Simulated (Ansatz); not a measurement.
GeSe:
```
GeSe
1.0
    0.00000     2.81131     2.81131
    2.81131     0.00000     2.81131
    2.81131     2.81131     0.00000
Ge Se
1 1
Direct
  0.00000   0.00000   0.00000
  0.50000   0.50000   0.50000
```

Relaxed with HSE06.

Task: Give the Bader charges and basin volumes of the independent atoms, HSE06 in the plane-wave PAW code Ansatz.

Result: 

| atom | Bader charge (e) | Bader volume (Å³) |
|---|---|---|
| Ge1 | +0.79 | 17.7 |
| Se2 | -0.79 | 26.7 |

Space group Fm-3m (rock salt). The first step of the workflow began from a Materials Project structure, measured or hypothetical; the Crystallography Open Database copy checked does not list it. It is not the phase usual at ambient conditions (space group No. 62). The HSE06 relaxation kept the symmetry of its start; its stability against distortions is not shown here.

Potentials: the earlier of the program's two PAW sets. The files were generated under PBE; for other functionals the program regenerates the frozen cores, and for LDA and PBEsol the local potential too.
